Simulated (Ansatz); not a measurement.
A plane-wave DFT run in Ansatz 0.2.0 (scalar-relativistic PAW potentials unless the input names others): input and command.

```yaml
crystal:
  lattice:
    - [0.0, 3.6525232019, 3.6525232019]
    - [3.6525232019, 0.0, 3.6525232019]
    - [3.6525232019, 3.6525232019, 0.0]
  atoms:
    - { symbol: Rb, position: [0.0, 0.0, 0.0] }
    - { symbol: Co, position: [0.6230255748, 0.1309232755, 0.6230255748], spin: 1.75 }
    - { symbol: Co, position: [0.6230255748, 0.6230255748, 0.1309232755], spin: 1.75 }
    - { symbol: Co, position: [0.6230255748, 0.6230255748, 0.6230255748], spin: 1.75 }
    - { symbol: Co, position: [0.1309232755, 0.6230255748, 0.6230255748], spin: 1.75 }
    - { symbol: Sn, position: [0.25, 0.25, 0.25] }
basis:
  ecutwfc: "51.4 Ry"
kpoints:
  mp_grid: { grid: [10, 10, 10] }
hamiltonian:
  xc: pbe
  dispersion: d3bjatm
scf:
  occupations: { method: gaussian, width: 0.1 }
  initial_density: { chi_scale: 0.0 }
output:
  forces: true
  eigenvalues: true
  stress: true
magnetization:
  spin_polarized: true
```

```bash
ansatz run input.yaml --threads 1 --pin off --max-ram 2560MiB --backend cpu --events-out ev --progress --plain --runs-dir out
```

Abridged log:
```
Pseudopotentials: kind: paw
Pseudopotential: Rb, paw, valence charge 9, recommended cutoff 420 eV (normal)
Pseudopotential: Co, paw, valence charge 17, recommended cutoff 420 eV (normal)
Pseudopotential: Sn, paw, valence charge 14, recommended cutoff 420 eV (normal)
Functional definition: PBE
Crystal: 6 atoms, lattice volume = 97.456 Å³
Basis set: ecut = 699.33262652 eV, 4111 PW (Γ), exchange–correlation on 90×90×90 points (8 copies of the dense FFT grid, shifted against one another)
Bands: 59, of which v1, the nominal top of the filled ones, is band 46 counted from 1 (45 counted from 0)
Symmetry: 24 space group operations
Space group: F-43m (ITA 216), of the structure as read, at distance tolerance 4.6e-5 Å
Magnetic group: BNS 216.74 (UNI 1576), of the structure as read, at distance tolerance 4.6e-5 Å
k-points: 47 of 1000 (time reversal used)
Initial density: superposition of atomic densities (chi_scale 0, normalization cell)
Starting moments: Σ|m| = 7 μB on 4 of 6 sites
Initial wavefunctions: pseudopotential atomic-orbital guess
Functional: x = pbe(κ = 0.804, μ = 0.21951497), c = pbe(β = 0.06672455)
SCF iter   1: F=—  HF=-29790.935546 eV  |F-HF|=—  |Δ(HF+E_count)|=         —  Δρ=3.85e-2 (↑1.87e-2 ↓3.85e-2) dr2=1.80e0  dr2_m=5.47e-1  M=6.933 μB ∫|m|=7.372 μB  β_m=0.30  ethr=1.98e-3  ⟨swp⟩=1.5  Hψ=27590  notcnv=0
Mixer restart at iter 1: flushing history
spin=Collinear: Kerker preconditioning applied to the charge; magnetization (m = ρ↑ − ρ↓) channel mixes plain (no charge-response kernel on spin).
SCF iter   2: F=—  HF=-29791.651804 eV  |F-HF|=—  |Δ(HF+E_count)|=   7.16e-1  Δρ=1.87e-2 (↑1.87e-2 ↓1.70e-2) dr2=1.86e0  dr2_m=1.33e-1  M=6.567 μB ∫|m|=7.134 μB  β_m=0.47  ethr=1.98e-3  ⟨swp⟩=2.0  Hψ=6514  notcnv=0
SCF iter   3: F=—  HF=-29793.100745 eV  |F-HF|=—  |Δ(HF+E_count)|=    1.45e0  Δρ=1.75e-2 (↑1.03e-2 ↓1.75e-2) dr2=1.77e0  dr2_m=3.28e-2  M=6.090 μB ∫|m|=6.839 μB  β_m=0.74  ethr=1.98e-3  ⟨swp⟩=2.3  Hψ=6741  notcnv=0  defer=10
SCF iter   4: F=—  HF=-29793.947456 eV  |F-HF|=—  |Δ(HF+E_count)|=   8.47e-1  Δρ=1.92e-2 (↑1.57e-2 ↓1.92e-2) dr2=1.48e0  dr2_m=6.34e-3  M=5.706 μB ∫|m|=6.632 μB  β_m=0.43  ethr=1.94e-3  ⟨swp⟩=2.9  Hψ=7370  notcnv=0  defer=339
SCF iter   5: F=—  HF=-29793.828706 eV  |F-HF|=—  |Δ(HF+E_count)|=   1.19e-1  Δρ=1.62e-2 (↑4.42e-3 ↓1.62e-2) dr2=1.81e-1  dr2_m=4.82e-2  M=5.828 μB ∫|m|=6.754 μB  β_m=0.86  ethr=1.63e-3  ⟨swp⟩=3.0  Hψ=8809  notcnv=0  defer=339
SCF iter   6: F=—  HF=-29793.783778 eV  |F-HF|=—  |Δ(HF+E_count)|=         —  Δρ=1.26e-2 (↑2.31e-3 ↓1.26e-2) dr2=1.07e-1  dr2_m=3.15e-2  M=5.939 μB ∫|m|=6.878 μB  β_m=0.86  ethr=1.99e-4  ⟨swp⟩=2.3  Hψ=8873  notcnv=0  defer=334
Mixer restart at iter 6: flushing history
SCF iter   7: F=—  HF=-29793.821002 eV  |F-HF|=—  |Δ(HF+E_count)|=   3.72e-2  Δρ=8.32e-3 (↑8.32e-3 ↓2.25e-3) dr2=3.75e-2  dr2_m=1.05e-2  M=6.021 μB ∫|m|=6.948 μB  β_m=0.80  ethr=1.18e-4  ⟨swp⟩=2.0  Hψ=10759  notcnv=0  defer=333
SCF iter   8: F=—  HF=-29793.803559 eV  |F-HF|=—  |Δ(HF+E_count)|=   1.74e-2  Δρ=6.40e-3 (↑2.91e-3 ↓6.40e-3) dr2=5.46e-2  dr2_m=3.00e-3  M=6.058 μB ∫|m|=6.983 μB  β_m=0.72  ethr=4.12e-5  ⟨swp⟩=2.0  Hψ=11470  notcnv=0  defer=333
SCF iter   9: F=—  HF=-29793.794770 eV  |F-HF|=—  |Δ(HF+E_count)|=   8.79e-3  Δρ=1.07e-3 (↑6.84e-4 ↓1.07e-3) dr2=1.39e-3  dr2_m=5.68e-5  M=6.059 μB ∫|m|=6.988 μB  β_m=0.86  ethr=4.12e-5  ⟨swp⟩=2.0  Hψ=8356  notcnv=0  defer=333
SCF iter  10: F=—  HF=-29793.795376 eV  |F-HF|=—  |Δ(HF+E_count)|=   6.06e-4  Δρ=4.98e-4 (↑3.27e-4 ↓4.98e-4) dr2=3.71e-4  dr2_m=9.48e-6  M=6.038 μB ∫|m|=6.972 μB  β_m=0.85  ethr=1.52e-6  ⟨swp⟩=2.4  Hψ=9025  notcnv=0  defer=333
SCF iter  11: F=—  HF=-29793.795311 eV  |F-HF|=—  |Δ(HF+E_count)|=   6.55e-5  Δρ=1.39e-4 (↑6.20e-5 ↓1.39e-4) dr2=2.97e-5  dr2_m=5.73e-6  M=6.035 μB ∫|m|=6.970 μB  β_m=0.92  ethr=4.08e-7  ⟨swp⟩=2.0  Hψ=8219  notcnv=0  defer=333
SCF iter  12: F=—  HF=-29793.795310 eV  |F-HF|=—  |Δ(HF+E_count)|=   1.07e-6  Δρ=3.25e-5 (↑3.25e-5 ↓3.08e-5) dr2=2.45e-6  dr2_m=6.72e-7  M=6.036 μB ∫|m|=6.972 μB  β_m=0.96  ethr=3.27e-8  ⟨swp⟩=2.2  Hψ=7661  notcnv=0  defer=333
SCF iter  13: F=—  HF=-29793.795309 eV  |F-HF|=—  |Δ(HF+E_count)|=   3.37e-7  Δρ=4.01e-5 (↑1.32e-5 ↓4.01e-5) dr2=2.01e-6  dr2_m=1.80e-7  M=6.035 μB ∫|m|=6.971 μB  β_m=0.98  ethr=2.69e-9  ⟨swp⟩=2.2  Hψ=7741  notcnv=0  defer=333
SCF iter  14: F=—  HF=-29793.795309 eV  |F-HF|=—  |Δ(HF+E_count)|=   3.02e-7  Δρ=1.19e-5 (↑3.38e-6 ↓1.19e-5) dr2=2.09e-7  dr2_m=1.77e-8  M=6.035 μB ∫|m|=6.971 μB  β_m=0.99  ethr=2.21e-9  ⟨swp⟩=1.0  Hψ=5551  notcnv=0  defer=333
SCF iter  15: F=—  HF=-29793.795309 eV  |F-HF|=—  |Δ(HF+E_count)|=   3.01e-8  Δρ=1.38e-6 (↑1.05e-6 ↓1.38e-6) dr2=3.59e-10  dr2_m=1.15e-9  M=6.035 μB ∫|m|=6.971 μB  β_m=0.98  ethr=2.29e-10  ⟨swp⟩=2.0  Hψ=6426  notcnv=0  defer=333
SCF iter  16: F=-29793.795309 eV  HF=-29793.795309 eV  |F-HF|=1.02e-10  |Δ(HF+E_count)|=  5.60e-10  Δρ=3.29e-7 (↑3.29e-7 ↓2.61e-7) dr2=1.67e-10  dr2_m=1.36e-11  M=6.035 μB ∫|m|=6.971 μB  ethr=1.00e-12  ⟨swp⟩=8.4  Hψ=21804  notcnv=0
SCF 1 converged in 16 iterations: F = -29793.795309 eV  dr2 = 1.67e-10
SCF converged after 16 iterations
Magnetization: 6.0355 μB (48.5177 up, 42.4823 down)
Absolute magnetization: 6.9685 μB (∫|ρ↑−ρ↓|, with the PAW one-centre terms)
Spin contamination: 0.2086 ħ² per cell (⟨S²⟩ above its minimum at these occupations)
Per-site moments (μB) at R_I (Å): [(-0.05698975, 1.25109632), (1.61664341, 1.04854561), (1.61664341, 1.04854561), (1.61664341, 1.04854561), (1.61664341, 1.04854561), (-0.06526705, 1.24750870)]
Free energy (F): -29793.795309 eV
Harris-Foulkes:  -29793.795309 eV  (|F-HF|=1.02e-10)
Internal energy: -29793.743245 eV  (E = F + TS)
E sigma→0 (E₀):  -29793.769277 eV
Entropy (-TS):   -0.052064 eV (-8.677 meV/atom)
Fermi energy:    13.884694 eV
  E_disp       = -2.039607  (pairwise vdW)
--- Forces (eV/Å), atoms counted from 1 ---
  atom   1  Rb     0.00000000     0.00000000     0.00000000
  atom   2  Co    -0.00045605     0.00045605    -0.00045605
  atom   3  Co    -0.00045605    -0.00045605     0.00045605
  atom   4  Co     0.00045605     0.00045605     0.00045605
  atom   5  Co     0.00045605    -0.00045605    -0.00045605
  atom   6  Sn     0.00000000     0.00000000     0.00000000
--- Stress (GPa, compression-positive) ---
       -3.169534       0.000000       0.000000
        0.000000      -3.169534       0.000000
        0.000000       0.000000      -3.169534
  P = ⅓ Tr σ = -3.1695 GPa (-31.695 kbar)
```

Apart from outputs, empty bands and the relaxation, which only the reference makes, the input differs from a reference run on usual settings in basis.ecutwfc: 420 → "51.4 Ry"; hamiltonian.dispersion: not typed → "d3bjatm"; scf.initial_density.chi_scale: not typed → 0.0. The reference, at the same geometry, ended its own course with pressure 0.04 GPa, largest force 0.003 eV/Å, no gap on the mesh. This run converged in 16 SCF iterations with an energy at zero smearing 343 meV/atom below the reference's (the Hamiltonian itself differs), pressure -3.17 GPa, largest force 0.001 eV/Å, no gap on the mesh.

Time: 3.4 min on 1 thread of Arm Neoverse V1, with other jobs on the host, peak memory 1 GiB.